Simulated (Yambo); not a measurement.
Material: TlBr (CsCl type, space group Pm-3m, No. 221) under isotropic strain of -3 % on all lattice vectors; a = b = c = 3.796 Å, α = β = γ = 90.00° (2 atoms in the cell). The PBEsol cell relaxed from Materials Project entry mp-22875 was given an isotropic strain of -3 % on all lattice vectors, and the atoms were relaxed again.

With PBE (stringent potentials; pw.x of Quantum ESPRESSO, ONCV potentials, no spin-orbit coupling), the gap between the mesh's edge points (X → X) is 1.436 eV.

Q: What does a G0W0 run in Yambo give for it (4×4×4 Γ-centred k mesh, bands 10 to 284 and a 15 Ry block in the screening, 284 bands in G with the Bruneval-Gonze terminator, plasmon pole fitted at 27.2 eV)?

A: The correction is 1.476 eV, giving 2.912 eV, 2.0 times the PBE value.  Convergence of the G0W0 settings was not tested. Spin-orbit coupling is left out; with 6p states at a band edge it can lower the gap by many tenths of an eV, most of a small gap.
